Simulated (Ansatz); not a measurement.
**Eigenvalues along a path: LaTl**

```
CELL_PARAMETERS angstrom
3.44103 0.00000 0.00000
0.00000 3.44103 0.00000
0.00000 0.00000 3.44103
ATOMIC_POSITIONS crystal
La 0.00000 0.00000 0.00000
Tl 0.50000 0.50000 0.50000
```

The base volume is that of a database entry, so it needn't be at zero pressure; the structure needn't be the stable phase, at rest or compressed.

Computed with Ansatz 0.2.0; functional LDA, scalar-relativistic. Settings: a Γ-centred 9×9×9 k mesh, Fermi–Dirac smearing of 0.05 eV, no spin polarisation. Methods: LAPW: all electrons, basis error target 1 meV/atom.

This run: volume at 0.65 of the series' base cell.

Spin–orbit coupling is left out, which matters for the heavy atoms.

Path points, in fractions of the reciprocal vectors: Γ (0.000, 0.000, 0.000), X (0.000, 0.500, 0.000), M (0.500, 0.500, 0.000), R (0.500, 0.500, 0.500). The distance column jumps between branches of the path. Levels in eV from the Fermi level; bands 22 to 37, counted from the lowest band of the run. The gap is zero, the pressure 45.3 GPa.

```
# k(1/Å) point b22 b23 b24 b25 b26 b27 b28 b29 b30 b31 b32 b33 b34 b35 b36 b37
0.000 Γ -15.70 -15.70 -15.70 -12.84 -12.84 -12.27 -12.27 -12.27 -9.65 -0.79 -0.79 2.03 2.03 2.03 2.28 2.28
0.152 - -15.91 -15.71 -15.71 -12.83 -12.77 -12.27 -12.24 -12.24 -9.43 -0.81 -0.69 1.87 1.96 1.96 2.27 2.30
0.304 - -16.41 -15.74 -15.74 -12.81 -12.60 -12.26 -12.16 -12.16 -8.87 -0.84 -0.57 1.53 1.70 1.70 2.23 2.36
0.456 - -16.99 -15.78 -15.78 -12.78 -12.38 -12.25 -12.05 -12.05 -8.11 -1.06 -0.90 1.22 1.22 1.56 2.17 2.45
0.609 - -17.49 -15.81 -15.81 -12.75 -12.24 -12.18 -11.94 -11.94 -7.24 -2.16 -0.95 0.68 0.68 1.96 2.11 2.54
0.761 - -17.82 -15.84 -15.84 -12.73 -12.23 -12.03 -11.85 -11.85 -6.33 -3.35 -0.99 0.28 0.28 2.07 2.27 2.60
0.913 X -17.94 -15.85 -15.85 -12.72 -12.23 -11.97 -11.82 -11.82 -5.76 -4.03 -1.01 0.14 0.14 2.06 2.37 2.62
1.065 - -17.90 -15.95 -15.82 -12.70 -12.25 -11.97 -11.90 -11.86 -5.93 -3.79 -0.83 0.15 0.25 2.17 2.37 2.59
1.217 - -17.78 -16.21 -15.73 -12.64 -12.31 -12.08 -11.98 -11.97 -6.36 -3.17 -0.32 0.14 0.55 2.38 2.47 2.49
1.369 - -17.60 -16.55 -15.60 -12.59 -12.38 -12.28 -12.14 -11.95 -6.89 -2.36 0.09 0.44 0.99 2.31 2.39 2.73
1.522 - -17.41 -16.89 -15.45 -12.58 -12.45 -12.44 -12.32 -11.90 -7.35 -1.51 -0.01 1.04 1.44 2.18 2.40 2.83
1.674 - -17.26 -17.12 -15.33 -12.60 -12.54 -12.51 -12.47 -11.84 -7.66 -0.69 -0.10 0.89 1.75 2.34 2.42 2.96
1.826 M -17.21 -17.21 -15.29 -12.62 -12.58 -12.52 -12.52 -11.82 -7.76 -0.14 -0.14 0.48 1.85 2.42 2.42 3.04
2.041 - -17.22 -17.13 -15.37 -12.60 -12.51 -12.50 -12.40 -11.87 -7.56 -1.01 -0.03 1.05 1.67 2.32 2.34 2.91
2.256 - -17.19 -16.91 -15.55 -12.59 -12.46 -12.35 -12.16 -12.01 -7.16 -1.89 0.20 1.01 1.31 2.00 2.27 2.70
2.472 - -16.96 -16.57 -15.69 -12.62 -12.40 -12.24 -12.23 -12.02 -7.27 -1.78 0.22 0.41 1.22 1.72 2.32 2.52
2.687 - -16.52 -16.18 -15.73 -12.70 -12.49 -12.33 -12.20 -12.06 -8.20 -0.86 -0.20 0.36 1.53 1.83 2.32 2.39
2.902 - -15.98 -15.84 -15.72 -12.80 -12.73 -12.29 -12.23 -12.20 -9.22 -0.76 -0.63 1.55 1.90 1.99 2.29 2.31
3.117 Γ -15.70 -15.70 -15.70 -12.84 -12.84 -12.27 -12.27 -12.27 -9.65 -0.79 -0.79 2.03 2.03 2.03 2.28 2.28
3.381 - -16.02 -15.85 -15.85 -12.73 -12.73 -12.25 -12.25 -12.18 -9.02 -0.63 -0.63 1.32 1.84 1.84 2.33 2.34
3.644 - -16.49 -16.20 -16.20 -12.54 -12.54 -12.20 -12.16 -12.16 -7.76 -0.25 -0.25 0.10 1.09 1.09 2.45 2.59
3.908 - -16.70 -16.62 -16.62 -12.41 -12.37 -12.37 -11.99 -11.99 -7.09 -1.13 -1.13 0.48 1.39 1.39 2.58 2.62
4.171 - -16.99 -16.99 -16.87 -12.42 -12.14 -12.14 -11.82 -11.82 -6.85 -2.66 -2.66 0.40 2.16 2.16 2.44 2.78
4.435 - -17.25 -17.25 -17.17 -11.96 -11.89 -11.89 -11.70 -11.70 -6.20 -3.83 -3.83 -2.10 2.46 2.46 2.51 2.89
4.698 R -17.34 -17.34 -17.34 -11.80 -11.80 -11.64 -11.64 -11.64 -4.96 -4.27 -4.27 -4.27 2.53 2.53 2.53 2.93
4.914 - -17.32 -17.25 -17.20 -11.88 -11.85 -11.83 -11.75 -11.65 -6.02 -4.03 -3.88 -2.62 2.47 2.51 2.51 2.92
5.129 - -17.33 -17.01 -16.82 -12.22 -12.14 -12.08 -11.83 -11.68 -6.71 -3.35 -2.96 -0.34 2.22 2.41 2.47 2.85
5.344 - -17.44 -16.66 -16.35 -12.50 -12.36 -12.32 -11.89 -11.73 -6.85 -2.38 -2.22 1.46 1.49 2.20 2.43 2.73
5.559 - -17.65 -16.27 -16.00 -12.53 -12.42 -12.36 -11.94 -11.77 -6.58 -2.60 -1.29 0.27 1.90 2.29 2.41 2.53
5.774 - -17.86 -15.97 -15.87 -12.67 -12.27 -12.04 -11.97 -11.81 -6.06 -3.57 -0.66 -0.31 0.82 2.25 2.38 2.54
5.990 X -17.94 -15.85 -15.85 -12.72 -12.23 -11.97 -11.82 -11.82 -5.76 -4.03 -1.01 0.14 0.14 2.06 2.37 2.62
7.281 R -17.34 -17.34 -17.34 -11.80 -11.80 -11.64 -11.64 -11.64 -4.96 -4.27 -4.27 -4.27 2.53 2.53 2.53 2.93
7.433 - -17.33 -17.33 -17.23 -11.86 -11.80 -11.71 -11.71 -11.67 -5.74 -4.07 -4.07 -3.28 2.50 2.52 2.52 2.93
7.585 - -17.31 -17.31 -16.93 -12.01 -11.89 -11.89 -11.81 -11.78 -6.53 -3.49 -3.49 -1.85 2.38 2.50 2.50 2.90
7.737 - -17.27 -17.27 -16.47 -12.21 -12.12 -12.12 -11.96 -11.81 -7.11 -2.62 -2.62 -0.36 2.05 2.46 2.46 2.88
7.889 - -17.24 -17.24 -15.95 -12.42 -12.33 -12.33 -12.21 -11.81 -7.49 -1.59 -1.59 0.91 1.37 2.42 2.42 2.89
8.042 - -17.22 -17.22 -15.48 -12.56 -12.47 -12.47 -12.46 -11.82 -7.69 -0.61 -0.61 0.72 1.64 2.41 2.41 2.98
8.194 M -17.21 -17.21 -15.29 -12.62 -12.58 -12.52 -12.52 -11.82 -7.76 -0.14 -0.14 0.48 1.85 2.42 2.42 3.04
```
